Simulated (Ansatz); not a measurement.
Cell and atoms are relaxed with the symmetry kept. Start:

Space group P6_3/mmc (No. 194). a = 2.812 Å, b = 2.812 Å, c = 4.867 Å, α = 90.00°, β = 90.00°, γ = 120.00°
```csv
atom,site,symmetry,x,y,z
Al,2c,-6m2,0.6667,0.3333,0.7500
```

The calculation used DFT r2SCAN, scalar-relativistic, plane waves, PAW in Ansatz 0.2.0.

Cutoff 500 eV; k points 18×18×10 on the computed 2-atom cell (Γ-centred); Gaussian smearing, width 0.10 eV; no spin polarisation.

What does it relax to?

The volume falls by 0.66 Å³/atom to 16.01 Å³/atom, and the energy falls by 9.5 meV/atom. Final structure:
```
Al
1.0
     2.80809    0.00000    0.00000
    -1.40404    2.43187    0.00000
     0.00000    0.00000    4.68908
Al
2
Direct
  0.66667 0.33333 0.75000
  0.33333 0.66667 0.25000
```

Course of the relaxation (steps run on the plane waves of an earlier cell, and the basis is chosen afresh near the end, so energy and pressure can step there; trial steps that raised the energy were taken back; energies are free energies):

```json
{"step": "1", "E − E_final (meV/atom)": "9.5", "P (GPa)": "-2.97", "V (Å³/atom)": "16.67"}
{"step": "2", "E − E_final (meV/atom)": "0.9", "P (GPa)": "1.21", "V (Å³/atom)": "15.81"}
{"step": "3", "E − E_final (meV/atom)": "0.1", "P (GPa)": "0.01", "V (Å³/atom)": "16.02"}
{"step": "4", "E − E_final (meV/atom)": "0.0", "P (GPa)": "-0.01", "V (Å³/atom)": "16.02"}
{"step": "5", "E − E_final (meV/atom)": "0.0", "P (GPa)": "0.00", "V (Å³/atom)": "16.01"}
{"step": "6", "E − E_final (meV/atom)": "0.0", "P (GPa)": "0.00", "V (Å³/atom)": "16.01"}
```